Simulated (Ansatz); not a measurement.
HfB₂:
```cif
data_B2Hf
_chemical_formula_sum 'Hf1 B2'
_space_group_name_H-M_alt 'P6/mmm'
_space_group_IT_number 191
_space_group_name_Hall '-P 6 2'
_cell_length_a 3.14507
_cell_length_b 3.14507
_cell_length_c 3.48744
_cell_angle_alpha 90.000
_cell_angle_beta 90.000
_cell_angle_gamma 120.000
loop_
_atom_site_label
_atom_site_type_symbol
_atom_site_symmetry_multiplicity
_atom_site_Wyckoff_symbol
_atom_site_fract_x
_atom_site_fract_y
_atom_site_fract_z
_atom_site_occupancy
Hf1 Hf 1 a 0.00000 0.00000 0.00000 1
B1 B 2 d 0.33333 0.66667 0.50000 1
```

Relaxed at zero pressure with PBE (plane waves, PAW; program Ansatz).

**Question.** The volume is raised by 3 % and shape and atoms relax at that volume. What pressure results, and how do the axes share the change?

**Answer.** -6.9 GPa; a 0.9 %, b 0.9 %, c 1.2 %; the energy rises by 7 meV/atom.

**Question.** Give the new structure.

**Answer.** 
Space group P6/mmm (No. 191); a = b = 3.1733 Å, c = 3.5285 Å, α = β = 90.00°, γ = 120.00°

| atom | site | symmetry | x | y | z |
|---|---|---|---|---|---|
| Hf | 1a | 6/mmm | 0.0000 | 0.0000 | 0.0000 |
| B | 2d | -6m2 | 0.3333 | 0.6667 | 0.5000 |

The phase is kept; no other phase was compared at this pressure.

The cell was relaxed with PBE under the symmetry of its start. The run is not spin-polarised. Scalar-relativistic: spin–orbit coupling is off unless named, which matters more the heavier the elements.

Potentials: the later of the program's two PAW sets.
